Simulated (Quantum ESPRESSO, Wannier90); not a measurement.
## Hg2SeS (P-4m2), plane waves to Wannier functions

Cell from Materials Project (mp-1223907), symmetrised, no further relaxation. Not found in the COD (Crystallography Open Database) copy used; not checked further. Computed values, not measurements, from PBEsol: Quantum ESPRESSO (norm-conserving PseudoDojo potentials, cutoff 69 Ry, spinors with spin-orbit coupling) on a Γ-centred 4×4×4 mesh, then Wannier90. Density: 8×8×6 mesh, cold smearing 0.01 Ry. With spin-orbit coupling a semilocal functional can close or falsely invert a small gap; the band order was not checked against a better method.

On the energy scale of pw.x, whose zero is arbitrary, the Fermi level lies at 7.86 eV.

Input w.win:

```
num_bands = 4
num_wann = 4
exclude_bands = 1-4,9-106
spinors = true
num_iter = 1000
conv_tol = 1.0e-6
conv_window = 4
write_hr = true
write_u_matrices = true
auto_projections = true
begin unit_cell_cart
ang
    4.2901400000    0.0000000000    0.0000000000
    0.0000000000    4.2901400000    0.0000000000
    0.0000000000    0.0000000000    6.0591000000
end unit_cell_cart
begin atoms_frac
Hg   0.5000000000  0.0000000000 -0.2378200000
Hg   0.0000000000  0.5000000000  0.2378200000
Se   0.0000000000  0.0000000000  0.5000000000
S    0.5000000000  0.5000000000  0.0000000000
end atoms_frac
mp_grid = 4 4 4
begin kpoints
0.0000000000 0.0000000000 0.0000000000
0.0000000000 0.0000000000 0.2500000000
0.0000000000 0.0000000000 0.5000000000
... (61 more lines: the 4x4x4 mesh through Gamma)
end kpoints
```

Input of pw2wannier90.x that gives the overlap and projection files (equivalent; here they were cut from one run over all bands):

```
&inputpp
  outdir = './out'
  prefix = 'pwscf'
  seedname = 'w'
  write_amn = .true.
  write_mmn = .true.
  scdm_proj = .true.
  scdm_entanglement = 'isolated'
/
```

Output w.wout (banner and timings cut):

```
                                    ------
                                    SYSTEM
                                    ------

                              Lattice Vectors (Ang)
                    a_1     4.290140   0.000000   0.000000
                    a_2     0.000000   4.290140   0.000000
                    a_3     0.000000   0.000000   6.059100

                   Unit Cell Volume:     111.51956  (Ang^3)

                        Reciprocal-Space Vectors (Ang^-1)
                    b_1     1.464564   0.000000   0.000000
                    b_2     0.000000   1.464564   0.000000
                    b_3     0.000000   0.000000   1.036983

 *----------------------------------------------------------------------------*
 |   Site       Fractional Coordinate          Cartesian Coordinate (Ang)     |
 +----------------------------------------------------------------------------+
 | hg   1   0.50000   0.00000  -0.23782   |    2.14507   0.00000  -1.44098    |
 | hg   2   0.00000   0.50000   0.23782   |    0.00000   2.14507   1.44098    |
 | se   1   0.00000   0.00000   0.50000   |    0.00000   0.00000   3.02955    |
 | s    1   0.50000   0.50000   0.00000   |    2.14507   2.14507   0.00000    |
 *----------------------------------------------------------------------------*
                                ------------
                                K-POINT GRID
                                ------------

             Grid size =  4 x  4 x  4      Total points =   64

 *---------------------------------- MAIN ------------------------------------*
 |  Number of Wannier Functions               :                 4             |
 |  Number of Objective Wannier Functions     :                 4             |
 |  Number of input Bloch states              :                 4             |
 |  Output verbosity (1=low, 5=high)          :                 1             |
 |  Timing Level (1=low, 5=high)              :                 1             |
 |  Optimisation (0=memory, 3=speed)          :                 3             |
 |  Length Unit                               :               Ang             |
 |  Post-processing setup (write *.nnkp)      :                 F             |
 |  Using Gamma-only branch of algorithms     :                 F             |
 *----------------------------------------------------------------------------*
 *------------------------------- WANNIERISE ---------------------------------*
 |  Total number of iterations                :              1000             |
 |  Number of CG steps before reset           :                 5             |
 |  Trial step length for line search         :             2.000             |
 |  Convergence tolerence                     :         0.100E-05             |
 |  Convergence window                        :                 4             |
 |  Iterations between writing output         :                 1             |
 |  Iterations between backing up to disk     :               100             |
 |  Write r^2_nm to file                      :                 F             |
 |  Write xyz WF centres to file              :                 F             |
 |  Write on-site energies <0n|H|0n> to file  :                 F             |
 |  Use guiding centre to control phases      :                 F             |
 |  Use phases for initial projections        :                 F             |
 *----------------------------------------------------------------------------*
 *-------------------------------- PLOTTING ----------------------------------*
 |  Plotting Hamiltonian in WF basis          :                 T             |
 *----------------------------------------------------------------------------*

 *---------------------------------- K-MESH ----------------------------------*
 +----------------------------------------------------------------------------+
 |                    Distance to Nearest-Neighbour Shells                    |
 |                    ------------------------------------                    |
 |          Shell             Distance (Ang^-1)          Multiplicity         |
 |          -----             -----------------          ------------         |
 |             1                   0.259246                      2            |
 |             2                   0.366141                      4            |
 |             3                   0.448629                      8            |
 |             4                   0.517802                      4            |
 |             5                   0.518492                      2            |
 |             6                   0.579074                      8            |
 |             7                   0.634738                      8            |
 |             8                   0.732282                      4            |
       ... (lines left out)
 +----------------------------------------------------------------------------+
 | The b-vectors are chosen automatically                                     |
 | The following shells are used:                       1,  2                 |
 +----------------------------------------------------------------------------+
 |                        Shell   # Nearest-Neighbours                        |
 |                        -----   --------------------                        |
 |                          1               2                                 |
 |                          2               4                                 |
 +----------------------------------------------------------------------------+
 | Completeness relation is fully satisfied [Eq. (B1), PRB 56, 12847 (1997)]  |
 +----------------------------------------------------------------------------+
 |                  b_k Vectors (Ang^-1) and Weights (Ang^2)                  |
 |                  ----------------------------------------                  |
 |            No.         b_k(x)      b_k(y)      b_k(z)        w_b           |
 |            ---        --------------------------------     --------        |
 |             1         0.000000    0.000000    0.259246     7.439547        |
 |             2         0.000000    0.000000   -0.259246     7.439547        |
 |             3         0.000000    0.366141    0.000000     3.729694        |
 |             4         0.366141    0.000000    0.000000     3.729694        |
 |             5         0.000000   -0.366141    0.000000     3.729694        |
 |             6        -0.366141    0.000000    0.000000     3.729694        |
 +----------------------------------------------------------------------------+
 |                           b_k Directions (Ang^-1)                          |
 |                           -----------------------                          |
 |            No.           x           y           z                         |
 |            ---        --------------------------------                     |
 |             1         0.000000    0.000000    0.259246                     |
 |             2         0.000000    0.366141    0.000000                     |
 |             3         0.366141    0.000000    0.000000                     |
 +----------------------------------------------------------------------------+

 Starting a new Wannier90 calculation ...

 Reading overlaps from w.mmn

 Reading projections from w.amn

 *------------------------------- WANNIERISE ---------------------------------*
 +--------------------------------------------------------------------+<-- CONV
 | Iter  Delta Spread     RMS Gradient      Spread (Ang^2)            |<-- CONV
 +--------------------------------------------------------------------+<-- CONV

 ------------------------------------------------------------------------------
 Initial State
  WF centre and spread    1  (  0.000000, -2.145070,  1.440967 )     0.28991022
  WF centre and spread    2  (  2.145070,  0.000000, -1.440967 )     0.28991022
  WF centre and spread    3  (  0.000000,  2.145070,  1.440967 )     0.28991022
  WF centre and spread    4  ( -2.145070,  0.000000, -1.440967 )     0.28991022
  Sum of centres and spreads (  0.000000,  0.000000,  0.000000 )     1.15964088

      0     0.116E+01     0.0000000000        1.1596408793  <-- CONV
        O_D=      0.0000000 O_OD=      0.0000000 O_TOT=      1.1596409 <-- SPRD
 ------------------------------------------------------------------------------
      1    -0.487E-09     0.0000459844        1.1596408788  <-- CONV
        O_D=      0.0000000 O_OD=      0.0000000 O_TOT=      1.1596409 <-- SPRD
      2    -0.878E-10     0.0000159624        1.1596408787  <-- CONV
        O_D=      0.0000000 O_OD=      0.0000000 O_TOT=      1.1596409 <-- SPRD
      3    -0.297E-10     0.0000090348        1.1596408787  <-- CONV
        O_D=      0.0000000 O_OD=      0.0000000 O_TOT=      1.1596409 <-- SPRD
      4    -0.988E-11     0.0000051555        1.1596408787  <-- CONV
        O_D=      0.0000000 O_OD=      0.0000000 O_TOT=      1.1596409 <-- SPRD
             <<<     Delta < 1.000E-06  over  4 iterations     >>>
             <<< Wannierisation convergence criteria satisfied >>>
 Final State
  WF centre and spread    1  (  0.000000, -2.145070,  1.440967 )     0.28991022
  WF centre and spread    2  (  2.145070,  0.000000, -1.440967 )     0.28991022
  WF centre and spread    3  (  0.000000,  2.145070,  1.440967 )     0.28991022
  WF centre and spread    4  ( -2.145070,  0.000000, -1.440967 )     0.28991022
  Sum of centres and spreads (  0.000000,  0.000000,  0.000000 )     1.15964088

         Spreads (Ang^2)       Omega I      =     1.159640879
        ================       Omega D      =     0.000000000
                               Omega OD     =     0.000000000
    Final Spread (Ang^2)       Omega Total  =     1.159640879
```
